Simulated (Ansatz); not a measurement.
Input:

VS₂:
```yaml
crystal:
  lattice:
    - [1.55889, 0.90002, 6.00176]
    - [-1.55889, 0.90002, 6.00176]
    - [0.00000, -1.80005, 6.00176]
  atoms:
    - { symbol: V, position: [0.00000, 0.00000, 0.00000] }
    - { symbol: S, position: [0.74833, 0.74833, 0.74833] }
    - { symbol: S, position: [0.25167, 0.25167, 0.25167] }
```

This is the PBEsol-relaxed structure. Tensor components refer to the Cartesian frame of this cell.

Problem. All from PBEsol (plane waves, PAW; program Ansatz), unless another level is named. Predict the elastic constants (relaxed ions, GPa).

Solution. C11 = 175, C12 = 27.7, C13 = 7.3, C14 = 0.6, C33 = 33.2, C44 = 6.1.

Problem. What about the highest zone-centre frequency?

Solution. 451 cm⁻¹.

Space group R-3m. The workflow started from a Materials Project entry (that database holds measured and hypothetical structures alike); the Crystallography Open Database copy checked does not list it. Whether it is the stable phase at ambient conditions was not checked. The cell was relaxed with PBEsol under the symmetry of its start; whether a distortion lowers the energy is not shown. The workflow began spin-polarised and lost its moments. A crystal of weakly bound layers computed without a dispersion correction: the cell and the soft elastic constants depend strongly on that. As this level gives no gap, shear constants depend on the k-mesh and smearing (Fermi–Dirac, 0.1 eV here). As this level gives no gap, phonon frequencies hold no LO–TO term and depend on the k-mesh and smearing (Fermi–Dirac, 0.1 eV here).

Potentials: the later of the program's two PAW sets.
